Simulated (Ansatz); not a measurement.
SiC (4H type, space group P6_3mc)

```xyz
8
Lattice="3.0941 0.0000 0.0000 -1.5471 2.6796 0.0000 0.0000 0.0000 10.1292" Properties=species:S:1:pos:R:3 pbc="T T T"
Si     0.0000     0.0000     0.0031
Si     0.0000     0.0000     5.0677
Si     1.5471     0.8932     7.5994
Si     0.0000     1.7864     2.5349
C      0.0000     0.0000     8.2335
C      0.0000     0.0000     3.1690
C      1.5471     0.8932     5.6948
C      0.0000     1.7864     0.6302
```

E(V) scan at fixed shape, V₀ the volume above. The atoms relax within the cell's symmetry.

Computed with PBE (plane waves to 420 eV, PAW, scalar-relativistic; Ansatz, a program for electronic structure). k mesh 12×12×4 (Γ-centred), Fermi-Dirac smearing 0.05 eV. E stands for the smeared free energy. Compression counts positive. With the shape held, the modulus is that of even scaling; a crystal free to change shape is softer. SiC was relaxed with its symmetry unable to fall. The PAW data are Ansatz's earlier set. The zero of ΔE is the relaxed starting cell.

```json
[
 {"V (Å³/atom)": "9.868", "ΔE (meV/atom)": "27.9"},
 {"V (Å³/atom)": "9.994", "ΔE (meV/atom)": "17.5"},
 {"V (Å³/atom)": "10.120", "ΔE (meV/atom)": "9.6"},
 {"V (Å³/atom)": "10.246", "ΔE (meV/atom)": "4.2"},
 {"V (Å³/atom)": "10.372", "ΔE (meV/atom)": "1.0"},
 {"V (Å³/atom)": "10.498", "ΔE (meV/atom)": "0.0"},
 {"V (Å³/atom)": "10.624", "ΔE (meV/atom)": "1.0"},
 {"V (Å³/atom)": "10.750", "ΔE (meV/atom)": "3.9"},
 {"V (Å³/atom)": "10.875", "ΔE (meV/atom)": "withheld"},
 {"V (Å³/atom)": "11.001", "ΔE (meV/atom)": "14.9"},
 {"V (Å³/atom)": "11.127", "ΔE (meV/atom)": "22.9"}
]
```

### Question
Fit a third-order Birch-Murnaghan form (E₀, V₀, B₀, B₀′ free) to the given rows and predict ΔE at V = 10.875.

### Answer
Least squares on the 10 given rows: ΔE = E₀ + (9V₀B₀/16)·y²·[2 + (B₀′ − 4)y], y = (V₀/V)^(2/3) − 1, with V₀ = 10.498 Å³/atom, B₀ = 214.0 GPa (160.2 GPa = 1 eV/Å³; the term in eV is multiplied by 1000), B₀′ = 3.95, E₀ = -0.01 meV/atom; root-mean-square residual 0.03 meV/atom. At 10.875 the fit gives 8.5 meV/atom; the calculation gives 8.5 meV/atom, the same to the digits shown. For the pressure the fit gives -7.0 GPa against the computed -7.0 GPa.

(A scan under strain: stresses follow from slopes of the energy per volume, elastic moduli from its curvatures.)
